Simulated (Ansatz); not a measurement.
## ScAl$_{3}$N$_{4}$: computed property card

ScAl₃N₄:
```cif
data_Al3N4Sc
_chemical_formula_sum 'Al3 N4 Sc1'
_space_group_name_H-M_alt 'P-6m2'
_space_group_IT_number 187
_space_group_name_Hall 'P -6 2'
_cell_length_a 3.45631
_cell_length_b 3.45631
_cell_length_c 8.44835
_cell_angle_alpha 90.000
_cell_angle_beta 90.000
_cell_angle_gamma 120.000
loop_
_atom_site_label
_atom_site_type_symbol
_atom_site_symmetry_multiplicity
_atom_site_Wyckoff_symbol
_atom_site_fract_x
_atom_site_fract_y
_atom_site_fract_z
_atom_site_occupancy
Al1 Al 2 g 0.00000 0.00000 0.23935 1
Al2 Al 1 c 0.33333 0.66667 0.00000 1
N1 N 1 a 0.00000 0.00000 0.00000 1
N2 N 2 h 0.33333 0.66667 0.23700 1
Sc1 Sc 1 d 0.33333 0.66667 0.50000 1
N3 N 1 b 0.00000 0.00000 0.50000 1
```

Space group P-6m2 (No. 187); conventional cell a = b = 3.456 Å, c = 8.448 Å, α = β = 90.00°, γ = 120.00°.

Method: PBE (plane waves, PAW; program Ansatz). Structure relaxed to zero pressure with the same functional. Other levels are named where they apply.

### Cell and energy

```json
{
 "volume_per_atom": "10.93 Å³",
 "density": "3.46 g/cm³",
 "Formation energy from the elements (no fitted shifts)": "-1.29 eV/atom"
}
```

### Electronic structure

```json
{
  "band_gap": "2.68 eV (indirect)",
  "valence_band_maximum": "at Γ",
  "conduction_band_minimum": "at H (2 equivalent valleys)",
  "smallest_direct_gap_on_the_standard_path": "2.74 eV",
  "hole_effective_mass": "0.24, 0.93, 0.93 mₑ (principal values)"
}
```

### Mechanics

```json
{
 "Bulk modulus (Birch–Murnaghan fit)": "185 GPa",
 "Pressure derivative B′": "4.2"
}
```

The start of the workflow was typed in or built on a structure type; neither database checked (COD, Materials Project) lists it. Its standing as an ambient phase is unchecked. Symmetry was held in the PBE relaxation; its stability against distortions is not shown here. The run is not spin-polarised. The references are the lowest solids computed at this level, not always the standard phases (solids in place of the gases).

Potentials: the earlier of the program's two PAW sets.
